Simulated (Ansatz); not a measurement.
Bi2Pd in space group C2/m (No. 12; Bi on 4i, Bi on 4i, Pd on 4i), PBE (plane waves, PAW; program Ansatz), all energies at zero smearing, with the estimated change up to a 700 eV cutoff added, with one set of potentials and settings (totals compare only within such a set). Cell of 6 atoms (4 Bi, 2 Pd): -63533.349 eV.

```json
[
 {"element": "Bi", "reference phase": "R-3m, 2 atoms in the cell", "E (eV/atom)": "-12396.5536"},
 {"element": "Pd", "reference phase": "Fm-3m, 1 atoms in the cell", "E (eV/atom)": "-6972.8544"}
]
```

Formation energy per atom, worked out: (-63533.349 − 4×(-12396.5536) − 2×(-6972.8544))/6 = -0.238 eV/atom (-23 kJ per mol of atoms), at 0 K, without zero-point energy or fitted corrections.

The workflow started from a Materials Project entry (that database holds measured and hypothetical structures alike); the Crystallography Open Database files this formula in space group No. 12, but the cells were not matched. Its standing as an ambient phase is unchecked. The PBE relaxation kept the symmetry of its start; its stability against distortions is not shown here. The run is not spin-polarised. The references are the lowest solids computed at this level, not always the standard phases. Spin–orbit coupling is left out wherever it is not named.

Potentials: the later of the program's two PAW sets.
